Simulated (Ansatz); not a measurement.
## Harmonic thermodynamics of CsAg₂

All numbers below come from DFT PBE, scalar-relativistic, plane waves, PAW in Ansatz 0.2.0. Plane waves to 420 eV; Γ-centred k mesh 12×12×8; Fermi-Dirac smearing of 0.15 eV. No spin polarisation. Phonons by linear response, acoustic sum rule imposed.

The cell, relaxed at this level:
```cif
data_structure
_symmetry_space_group_name_H-M 'P6/mmm'
_symmetry_Int_Tables_number 191
_cell_length_a 4.8508
_cell_length_b 4.8508
_cell_length_c 5.4673
_cell_angle_alpha 90.000
_cell_angle_beta 90.000
_cell_angle_gamma 120.000
_cell_volume 111.41
loop_
_atom_site_label
_atom_site_type_symbol
_atom_site_symmetry_multiplicity
_atom_site_Wyckoff_symbol
_atom_site_fract_x
_atom_site_fract_y
_atom_site_fract_z
_atom_site_occupancy
Cs1 Cs 1 b 0.00000 0.00000 0.50000 1
Ag1 Ag 2 c 0.33333 0.66667 0.00000 1
```

The structure comes from a generated guess, relaxed at this level; another structure or a mixture of phases may lie lower. In a metal, frequencies and elastic constants depend on the k mesh and the smearing, soft modes and shear constants most. Some empty bands missed the eigensolver's threshold. Spin–orbit coupling is left out, which matters for heavy elements. The q mesh is coarse, so values between its points are rough.

Force constants from linear response on a 2×2×1 q mesh, interpolated to a fine mesh.

Phonon density of states, in bins of 2 cm⁻¹:
```tsv
bin centre (cm⁻¹)	share of modes (%)
1	0.0
3	0.0
5	0.0
7	0.0
9	0.1
11	0.1
13	0.2
15	0.3
17	0.4
19	0.5
21	0.6
23	0.8
25	1.0
27	1.3
29	1.9
31	3.3
33	2.7
35	2.4
37	1.5
39	1.7
41	4.3
43	6.2
45	4.9
47	3.7
49	3.7
51	6.7
53	5.4
55	3.3
57	3.4
59	3.1
61	3.4
63	2.4
65	1.7
67	0.5
69	0.5
71	0.5
73	0.6
75	0.6
77	0.8
79	1.2
81	0.8
83	0.6
85	0.4
87	0.3
89	0.2
91	0.0
93	0.0
95	0.1
97	0.3
99	0.4
101	0.5
103	0.8
105	1.4
107	1.2
109	1.0
111	0.9
113	0.9
115	0.9
117	0.9
119	0.9
121	0.9
123	7.4
125	3.9
```

Question: What is the zero-point energy per atom?

Answer: 11.8 meV.

Question: How large are the vibrational entropy and heat capacity at 300 K?

Answer: S = 6.92 k_B and C_V = 2.97 k_B per atom, 99 % of the Dulong–Petit value.

Question: Tabulate them against temperature.

Answer:
```tsv
T (K)	F_vib (meV/atom)	S (k_B/atom)	C_V (k_B/atom)
100	-4.2	3.74	2.76
200	-45.8	5.72	2.94
300	-100.6	6.92	2.97
400	-164.1	7.78	2.98
500	-234.1	8.44	2.99
600	-309.3	8.99	2.99
700	-388.8	9.45	2.99
800	-472.0	9.85	3.00
900	-558.4	10.20	3.00
1000	-647.7	10.52	3.00
```
